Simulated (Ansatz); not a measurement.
The calculation used Ansatz, DFT PBE, scalar-relativistic, plane waves, PAW. Settings: cutoff 420 eV, Γ-centred meshes spaced at most about 0.3 Å⁻¹, and about 0.25 Å⁻¹ or finer for metals (2π included), Gaussian smearing. No spin polarisation in the final relaxations.

Temperature and zero-point effects are left out.

Two relaxed structures of SrAlO:

A. Space group P4/nmm (No. 129), tetragonal, a = 3.594 Å, c = 10.333 Å. Sr is surrounded by 4 Sr at 3.59 Å, 4 Al at 3.63 Å and 4 O at 3.87 Å; around Al lie 4 O at 1.98 Å, 4 Al at 3.03 Å, 4 Al at 3.59 Å and 4 Sr at 3.63 Å; around O lie 4 Al at 1.98 Å, 4 O at 2.54 Å, 4 O at 3.59 Å and 4 Sr at 3.87 Å.

B. Space group P4/mmm (No. 123), tetragonal, a = 3.739 Å, c = 4.005 Å. Sr has 4 O at 2.64 Å, 8 Al at 3.32 Å, 4 Sr at 3.74 Å and 2 Sr at 4.01 Å; around Al lie 2 O at 2.00 Å and 8 Sr at 3.32 Å; O is surrounded by 2 Al at 2.00 Å and 4 Sr at 2.64 Å.

Question: Which form is favoured at zero pressure, and by what margin per atom?

Answer: B is lower, by 135 meV/atom. A has space group P4/nmm (No. 129), 22.2 Å³/atom and no gap on its mesh; B has space group P4/mmm (No. 123), 18.7 Å³/atom and no gap. Counting O atoms around Al and Sr (those within 1.25 times the shortest such distance or 1.15 times the sum of covalent radii; the shortest distance is added where it is long for a bond), A has Sr 4 from 3.9 Å, Al 4 and B has Sr 4, Al 2. The denser one is the lower, and pressure would at first widen the difference. Both come from invented guesses.

In P4/mmm an odd number of electrons in the primitive cell allows no gap without spin; a larger cell or a magnetic state could open one. With atoms moved at random, P4/nmm came back. Other cells relaxed within their symmetry can be saddle points.
